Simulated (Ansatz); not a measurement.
**Checking a converged run of MnPb3O8**

System: MnPb3O8, a small unrelaxed cell with one substitutional d or f atom; the cell holds 12 atoms. One Pb of COD entry 9007543 is replaced by Mn, with no charge compensation. Forces or pressure are large, so the cell is far from its computed equilibrium.

These are results of DFT, r2SCAN, PAW, plane waves, scalar-relativistic (Ansatz development build ahead of 0.2.0), not measurements.

```yaml
crystal:
  lattice:
    - [4.9568, 0.0, 0.0]
    - [0.0, 4.9568, 0.0]
    - [0.0, 0.0, 6.7732]
  atoms:
    - { symbol: Pb, position: [0.0, 0.0, 0.0] }
    - { symbol: Mn, position: [0.0, 0.0, 0.5] }
    - { symbol: Pb, position: [0.5, 0.5, 0.25] }
    - { symbol: Pb, position: [0.5, 0.5, 0.75] }
    - { symbol: O, position: [0.309, 0.309, 0.0] }
    - { symbol: O, position: [0.309, 0.309, 0.5] }
    - { symbol: O, position: [0.191, 0.809, 0.25] }
    - { symbol: O, position: [0.191, 0.809, 0.75] }
    - { symbol: O, position: [0.691, 0.691, 0.0] }
    - { symbol: O, position: [0.691, 0.691, 0.5] }
    - { symbol: O, position: [0.809, 0.191, 0.25] }
    - { symbol: O, position: [0.809, 0.191, 0.75] }
hamiltonian:
  xc: r2scan
  pseudopotentials: { kind: paw }
basis:
  ecutwfc: 500
kpoints:
  mp_grid: { grid: [3, 3, 2] }
scf:
  occupations: { method: gaussian, width: 0.05 }
  lower_state_search: "off"
output:
  forces: true
  stress: true
magnetization:
  spin_polarized: true
```

The run was started with:
```sh
ansatz run input.yaml --threads 4 --pin off --max-ram 9216MiB --backend cpu --events-out ev --progress --plain --runs-dir out
```

It took 23 s on 4 threads of AMD EPYC 7R43 64-Core Processor (Zen 3), on a shared host, peak memory 1.1 GiB.

The end of the output:

```
SCF converged after 20 iterations
Magnetization: 3.0305 μB (54.0152 up, 50.9848 down)
Absolute magnetization: 4.4703 μB (∫|ρ↑−ρ↓|, with the PAW one-centre terms)
Spin contamination: 0.3850 ħ² per cell (⟨S²⟩ above its minimum at these occupations)
Per-site moments (μB) at R_I (Å): [(0.0021, 0.8904), (3.2933, 0.8904), (0.0004, 0.8904), (0.0004, 0.8904), (-0.0189, 0.8904), (-0.0930, 0.8904), (-0.0969, 0.8904), (-0.0969, 0.8904), (-0.0189, 0.8904), (-0.0930, 0.8904), (-0.0969, 0.8904), (-0.0969, 0.8904)]
Free energy (F): -44206.532442 eV
Harris-Foulkes:  -44206.532442 eV  (|F-HF|=5.38e-9)
Internal energy: -44206.529545 eV  (E = F + TS)
E sigma→0 (E₀):  -44206.530993 eV
Entropy (-TS):   -0.002897 eV (-0.241 meV/atom)
Fermi energy:    6.995592 eV
--- Forces (eV/Å), atoms counted from 1 ---
  atom   1  Pb    -0.00000000    -0.00000000     0.00000000
  atom   2  Mn    -0.00000000    -0.00000000     0.00000000
  atom   3  Pb    -0.00000000     0.00000000     0.35012958
  atom   4  Pb    -0.00000000     0.00000000    -0.35012958
  atom   5  O     -0.09282944    -0.09282944     0.00000000
  atom   6  O     -1.54625476    -1.54625476     0.00000000
  atom   7  O     -0.84585557     0.84585557     1.61136698
  atom   8  O     -0.84585557     0.84585557    -1.61136698
  atom   9  O      0.09282944     0.09282944     0.00000000
  atom  10  O      1.54625476     1.54625476     0.00000000
  atom  11  O      0.84585557    -0.84585557     1.61136698
  atom  12  O      0.84585557    -0.84585557    -1.61136698
--- Stress (GPa, compression-positive) ---
       -6.964127      -0.991134       0.000000
       -0.991134      -6.964127       0.000000
        0.000000       0.000000     -10.256197
  P = ⅓ Tr σ = -8.0615 GPa (-80.615 kbar)
```

A semilocal functional without U tends to delocalise d and f electrons, and can give a metal where the real compound is an insulator. With one magnetic atom in the cell its copies can only be parallel; orders in a larger cell may lie lower.

No moments are typed, so the program seeds parallel moments of its own.

Site moments are taken inside atomic spheres and don't add up to the total.

Task: The run converged. Is this the lowest state of the cell, and if not, what lies lower and how is it reached?

Result: As far as the runs go, yes: it is the lowest of 2 states reached by 9 converged runs, and the next lies 227 meV/atom higher (non-magnetic (no spin polarisation), no gap on the k-mesh). That doesn't prove a ground state. The order of the states may change once the cell relaxes. Orders that need a larger cell or non-collinear spins weren't tried.
